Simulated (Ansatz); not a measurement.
The elements of this relaxed trial crystal are hidden behind letters.

```
lattice vectors (Å)
  -3.8734    3.8734    3.8734
   3.8734   -3.8734    3.8734
   3.8734    3.8734   -3.8734
fractional positions
X 0.0000 0.0000 0.0000
Z 0.0000 0.5000 0.5000
Z 0.5000 0.5000 0.0000
Z 0.5000 0.0000 0.5000
Z 0.0000 0.0000 0.5000
Z 0.0000 0.5000 0.0000
Z 0.5000 0.0000 0.0000
Z 0.5000 0.5000 0.5000
```

Computed with DFT PBE, scalar-relativistic, plane waves, PAW in Ansatz 0.2.0. Plane waves to 420 eV, an 8×8×8 mesh through Γ for the 8-atom cell and 0.10 eV Gaussian smearing; no spin polarisation.

| Property | Result |
| --- | --- |
| Space group | Im-3m (No. 229) |
| Conventional cell | a = 7.747 Å |
| Volume per atom | 29.06 Å³ |
| Density | 10.28 g/cm³ |
| Formation energy | +0.31 eV/atom |
| Gap on the 8×8×8 mesh of the 8-atom cell | 0 eV (a metal) |

Energies are uncorrected and count from the elements' standard states at the same level.

Q: X is an s-block element of period 2 and Z is a p-block element of period 6. Which elements are they?

A: X = Be, Z = Tl, so the formula is BeTl7. Density times volume gives a mean mass of 10.28 × 29.06/1.6605 = 179.9 u per atom, and this set has 180.0 u. Among the elements that the hints allow, noble gases aside, only these give it. Around Be lie 8 Tl at 3.35 Å and 6 Tl at 3.87 Å; Tl on a site of symmetry 4/mmm has 8 Tl at 3.35 Å, 2 Be at 3.87 Å and 4 Tl at 3.87 Å; around Tl on a site of symmetry -3m lie 2 Be at 3.35 Å, 6 Tl at 3.35 Å and 6 Tl at 3.87 Å.

Spin–orbit coupling, which can matter for Tl, is left out. A structure relaxed within its symmetry needn't be a true minimum.
